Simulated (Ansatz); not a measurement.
Question: ZnS (rock salt, Fm-3m) is relaxed with r²SCAN+D4 (plane waves, PAW; program Ansatz). What lattice parameters of the conventional cell result?

Answer: a = 5.041 Å.

These are the values of the symmetrised cell.

Question: Is it a metal or does it have a gap at this level?

Answer: A gap of 0.13 eV, indirect.

This is a known high-pressure phase of the composition, computed here at zero pressure and temperature. Symmetry was held in the r²SCAN+D4 relaxation; its stability against distortions is not shown here.

Potentials: the earlier of the program's two PAW sets.
